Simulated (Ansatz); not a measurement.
Total density of states per atom from the program Ansatz at the r²SCAN level (PAW), in 0.25 eV bins, energy from the Fermi level:

(E (eV), states/eV/atom): (-7.85, 1.11); (-7.60, 0.67); (-7.35, 0.21); (-7.10, 0.01); (-6.85, 0.00); (-6.60, 0.00); (-6.35, 0.00); (-6.10, 0.00); (-5.85, 0.00); (-5.60, 0.01); (-5.35, 0.02); (-5.10, 0.05); (-4.85, 0.08); (-4.60, 0.19); (-4.35, 0.42); (-4.10, 0.44); (-3.85, 0.35); (-3.60, 0.61); (-3.35, 0.78); (-3.10, 0.64); (-2.85, 0.90); (-2.60, 0.75); (-2.35, 0.64); (-2.10, 0.49); (-1.85, 0.54); (-1.60, 0.41); (-1.35, 0.84); (-1.10, 0.84); (-0.85, 0.66); (-0.60, 0.39); (-0.35, 0.15); (-0.10, 0.21); (0.15, 0.32); (0.40, 0.62); (0.65, 0.53); (0.90, 0.47); (1.15, 0.47); (1.40, 1.08); (1.65, 1.33); (1.90, 1.64); (2.15, 2.30); (2.40, 3.43)

Question: Pick the material that matches.
A. LaTiGe3, P6_3/mmc (La on 2d, Ti on 2a, Ge on 6h)
B. La2CuSi3, P-6m2 (Pearson symbol hP6)
C. CeCuGe, P6_3/mmc (Ge on 2c, Ce on 2a, Cu on 2d)
D. HfGeS, P4/nmm (Hf on 2c, Ge on 2a, S on 2c)

Answer: A, LaTiGe3, P6_3/mmc (La on 2d, Ti on 2a, Ge on 6h). Within 0.5 eV of the Fermi level: Ti 3d 46 %, Ge 4p 27 %, La 5d 12 %, La 4f 7 %. Projections are on Löwdin-orthogonalised atomic valence shells; empty p or d shells of many metals are not among them.

The workflow started from a Materials Project entry (that database holds measured and hypothetical structures alike); the Crystallography Open Database copy checked does not list it. Whether it is the stable phase at ambient conditions was not checked. The r²SCAN relaxation kept the symmetry of its start; its stability against distortions is not shown here. The run is not spin-polarised. Spin–orbit coupling is left out wherever it is not named.

Potentials: the later of the program's two PAW sets.
